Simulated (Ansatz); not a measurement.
Data:

InP (zinc blende, space group No. 216), a = 5.9072 Å, b = 5.9072 Å, c = 5.9072 Å, α = 90.00°, β = 90.00°, γ = 90.00°; the cell used has 2 atoms.

This is the r²SCAN-relaxed structure.

### Question
All from DFT-r²SCAN in the program Ansatz with PAW potentials, unless another level is named. Predict the Young's modulus.

### Answer
88.2 GPa.

### Question
Predict the elastic constants (relaxed ions, GPa).

### Answer
C11 = 98.0, C12 = 53.5, C44 = 45.9.

### Question
Predict the highest zone-centre frequency (without LO–TO term).

### Answer
296 cm⁻¹.

Space group F-43m (zinc blende). The cell was relaxed with r²SCAN under the symmetry of its start; of distortions, only those at the zone centre were tested.

Potentials: the earlier of the program's two PAW sets.
